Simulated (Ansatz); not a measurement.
Input, command and steps of an Ansatz relaxation.

```yaml
crystal:
  lattice:
    - [-6.0136804383, 4.0437817988, 1.9857815052]
    - [6.0146526873, 4.0778504051, -2.0510019709]
    - [-1.9939073936, -4.0121438148, -5.9886622259]
  atoms:
    - { symbol: Rh, position: [0.035285053, 0.3502656172, 0.8884530355] }
    - { symbol: Rh, position: [0.1744495907, 0.3924187392, 0.594028119] }
    - { symbol: Rh, position: [0.6281189376, 0.2193894597, 0.8172029141] }
    - { symbol: Rh, position: [0.7684768523, 0.2561518004, 0.5007617894] }
    - { symbol: Rh, position: [0.8893506025, 0.2960980943, 0.1980999444] }
    - { symbol: Rh, position: [0.9440490806, 0.6291355327, 0.0935144669] }
    - { symbol: Pd, position: [0.0051477962, 0.0075842133, 0.0047838448] }
    - { symbol: Pd, position: [0.4592345915, 0.1543161531, 0.1060041726] }
    - { symbol: Ag, position: [0.0997398114, 0.7073881278, 0.806494256] }
    - { symbol: Ag, position: [0.5473102416, 0.8499268774, 0.8950348524] }
    - { symbol: Ag, position: [0.1584823772, 0.059945337, 0.7084976524] }
    - { symbol: Ag, position: [0.24663083, 0.7501591917, 0.5002594195] }
    - { symbol: Ag, position: [0.648134891, 0.548389048, 0.7003537461] }
    - { symbol: Ag, position: [0.7023171662, 0.904758942, 0.6006274236] }
    - { symbol: Ag, position: [0.3071027287, 0.1051569532, 0.4078308125] }
    - { symbol: Ag, position: [0.3379534156, 0.444223444, 0.2955755587] }
    - { symbol: Ag, position: [0.4000635736, 0.8034084218, 0.2012870562] }
    - { symbol: Ag, position: [0.7958508675, 0.5963883678, 0.3972437944] }
    - { symbol: Ag, position: [0.8530360321, 0.9451901726, 0.2938645938] }
    - { symbol: Ag, position: [0.4938861214, 0.4964747006, 0.9941698269] }
  symmetry: { detect: false }
basis:
  ecutwfc: 420
kpoints:
  mp_grid: { grid: [4, 4, 3] }
hamiltonian:
  xc: pbe
scf:
  occupations: { method: gaussian, width: 0.1 }
  lower_state_search: "off"
output:
  forces: true
  stress: true
  eigenvalues: true
relax:
  adjacent_minimum: "off"
  f_tol: 0.04
  max_steps: 25
  cell: { stress_tol: 0.3 }
```

```bash
ansatz run input.yaml --threads 4 --pin off --max-ram 9216MiB --backend cpu --events-out ev --progress --plain --runs-dir out
```

Method: DFT PBE, scalar-relativistic, plane waves, PAW in Ansatz.

Of 4 frames 3 are shown, positions in Å and forces in eV/Å; the SCF threshold varies from step to step. Steps run on the plane waves of an earlier cell, with a Pulay correction in the pressure. The basis is chosen afresh for the last frame, the zero of the energies, and at times for earlier ones too; energy and pressure can step there, also at an unchanged geometry. Where two frames share a geometry here, they differ by under 2 meV/atom and 0.3 GPa.

```xyz
20
Lattice="-6.0137 4.0438 1.9858 6.0147 4.0778 -2.0510 -1.9939 -4.0121 -5.9887" Properties=species:S:1:pos:R:3:forces:R:3 pbc="T T T" step=1 free_energy_over_end_meV_per_atom=1.60 pressure_GPa=0.09
Rh    0.1230   -1.9936   -5.9690    0.2829   -0.1056   -0.1506
Rh    0.1267   -0.0777   -4.0159   -0.0651    0.0557    0.0191
Rh   -4.0872    0.1559   -4.0966   -0.0663   -0.0129    0.0503
Rh   -4.0792    2.1430   -1.9982   -0.0887   -0.1840   -0.1299
Rh   -3.9623    4.0090   -0.0276    0.0645    0.3088    0.0569
Rh   -2.0796    6.0079    0.0243   -0.1334   -0.0045    0.0221
Pd    0.0051    0.0326   -0.0340   -0.0428   -0.0806    0.0011
Pd   -2.0449    2.0610   -0.0394    0.0032    0.0641    0.0574
Ag    2.0468    0.0522   -6.0826    0.0191    0.0231   -0.0335
Ag    0.0360    2.0881   -6.0164    0.0277   -0.0102    0.0122
Ag   -2.0052   -1.9573   -4.0512   -0.0414    0.0170    0.0159
Ag    2.0313    2.0492   -4.0447   -0.0155   -0.0084    0.0089
Ag   -1.9957    2.0472   -4.0319    0.0366   -0.0180    0.0142
Ag    0.0207    4.1197   -4.0580   -0.0186    0.0074    0.0030
Ag   -2.0275    0.0344   -2.0482   -0.0062    0.0113    0.0693
Ag    0.0502    1.9922   -2.0101    0.0143   -0.0148   -0.0180
Ag    2.0250    4.0864   -2.0588   -0.0152   -0.0150    0.0216
Ag   -1.9910    4.0564   -2.0218    0.0006    0.0006   -0.0361
Ag   -0.0308    6.1248   -2.0045   -0.0031    0.0113    0.0239
Ag   -1.9662    0.0330   -5.9913    0.0474   -0.0454   -0.0076
20
Lattice="-6.0502 4.0263 2.0047 6.0546 4.0588 -2.0575 -1.9944 -4.0041 -5.9916" Properties=species:S:1:pos:R:3:forces:R:3 pbc="T T T" step=2 free_energy_over_end_meV_per_atom=0.15 pressure_GPa=-0.07
Rh    0.1757   -2.0066   -5.9987   -0.0274   -0.0242   -0.0075
Rh    0.1295   -0.0825   -4.0207    0.0349    0.0112    0.0194
Rh   -4.0982    0.1337   -4.0805    0.0210   -0.0160    0.0366
Rh   -4.1136    2.1070   -1.9959    0.0408   -0.0231   -0.0388
Rh   -3.9768    4.0382   -0.0163   -0.0174    0.0333    0.0567
Rh   -2.0942    5.9805    0.0335    0.0199   -0.0040    0.0013
Pd   -0.0013    0.0194   -0.0294    0.0074    0.0213    0.0074
Pd   -2.0636    2.0727   -0.0207    0.0028   -0.0189   -0.0132
Ag    2.0767    0.0485   -6.0951   -0.0009    0.0054    0.0247
Ag    0.0530    2.0706   -6.0139   -0.0214    0.0068   -0.0231
Ag   -2.0107   -1.9514   -4.0470    0.0287   -0.0033    0.0028
Ag    2.0447    2.0383   -4.0472    0.0027    0.0067   -0.0239
Ag   -1.9927    2.0171   -4.0231   -0.0257   -0.0166   -0.0099
Ag    0.0213    4.0938   -4.0519   -0.0222    0.0099    0.0001
Ag   -2.0388    0.0314   -2.0161    0.0019   -0.0009   -0.0025
Ag    0.0525    1.9780   -2.0083   -0.0356   -0.0003    0.0173
Ag    2.0365    4.0645   -2.0504   -0.0037    0.0237   -0.0115
Ag   -2.0018    4.0347   -2.0227   -0.0179   -0.0286    0.0053
Ag   -0.0216    6.0991   -1.9903    0.0279    0.0032   -0.0316
Ag   -1.9535    0.0103   -5.9931   -0.0155    0.0141   -0.0094
20
Lattice="-6.0575 4.0209 2.0038 6.0602 4.0503 -2.0552 -1.9961 -3.9978 -5.9885" Properties=species:S:1:pos:R:3:forces:R:3 pbc="T T T" step=4 free_energy_over_end_meV_per_atom=0.00 pressure_GPa=0.08
Rh    0.1771   -2.0085   -5.9984   -0.0303    0.0073   -0.0022
Rh    0.1392   -0.0808   -4.0166    0.0084    0.0031    0.0066
Rh   -4.1002    0.1278   -4.0700    0.0128   -0.0064    0.0025
Rh   -4.1125    2.0971   -2.0025    0.0063   -0.0141   -0.0077
Rh   -3.9833    4.0426   -0.0057   -0.0177    0.0114    0.0024
Rh   -2.0949    5.9703    0.0346    0.0144    0.0074   -0.0088
Pd   -0.0028    0.0218   -0.0269    0.0007   -0.0013   -0.0036
Pd   -2.0682    2.0688   -0.0189    0.0061   -0.0036    0.0068
Ag    2.0784    0.0494   -6.0887   -0.0083    0.0017   -0.0020
Ag    0.0463    2.0672   -6.0134    0.0020   -0.0009    0.0065
Ag   -2.0047   -1.9472   -4.0440   -0.0016    0.0049   -0.0037
Ag    2.0461    2.0374   -4.0477   -0.0044    0.0051    0.0023
Ag   -1.9998    2.0080   -4.0229    0.0029    0.0045   -0.0018
Ag    0.0129    4.0859   -4.0477    0.0018   -0.0130    0.0036
Ag   -2.0374    0.0288   -2.0128    0.0038   -0.0094    0.0027
Ag    0.0423    1.9764   -2.0041    0.0115    0.0054   -0.0099
Ag    2.0364    4.0592   -2.0512    0.0043   -0.0123   -0.0008
Ag   -2.0112    4.0235   -2.0195   -0.0081    0.0080    0.0079
Ag   -0.0156    6.0892   -1.9946   -0.0013    0.0026   -0.0006
Ag   -1.9575    0.0106   -5.9917   -0.0033   -0.0004   -0.0002
```

Time: 3 min on 4 threads of Intel(R) Xeon(R) Platinum 8375C CPU @ 2.90GHz (Ice Lake), on a shared host, peak memory 2.5 GiB.

The k mesh is coarse. Spin polarisation was left out, and a magnetic state may lie lower.